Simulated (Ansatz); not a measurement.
With the program Ansatz at the r²SCAN level (PAW), MgO in the tetragonal phase (P4_2/mnm; Mg on 4g, O on 4f) relaxes to a = 5.498 Å, c = 3.267 Å. Its formation energy from the elements is -271 kJ/mol of atoms, with no fitted shifts.

It is gapped at this level: 4.16 eV (smallest direct gap 4.17 eV). The valence maximum lies on the M–Γ line, 84 % of the way from M and the conduction minimum at Γ. HSE06 on the same cell gives 5.12 eV. The electron mass is 0.38 mₑ (isotropic). The hole mass is 0.89, 3.1, 7.9 mₑ (principal values).

The bulk modulus is 111 GPa. The relaxed-ion elastic constants in GPa are C11 = 132, C12 = 100, C13 = 99.1, C33 = 219, C44 = 48.6, C66 = 72.2. The elastic constants imply a Debye temperature near 560 K. Bader charges are Mg +1.73, O -1.73 e.

The start of the workflow was typed in or built on a structure type; neither database checked (COD, Materials Project) lists it. It is not the phase usual at ambient conditions (space group No. 225). The cell was relaxed with r²SCAN under the symmetry of its start; whether a distortion lowers the energy is not shown. The references are the lowest solids computed at this level, not always the standard phases (solids in place of the gases).

Potentials: the later of the program's two PAW sets.
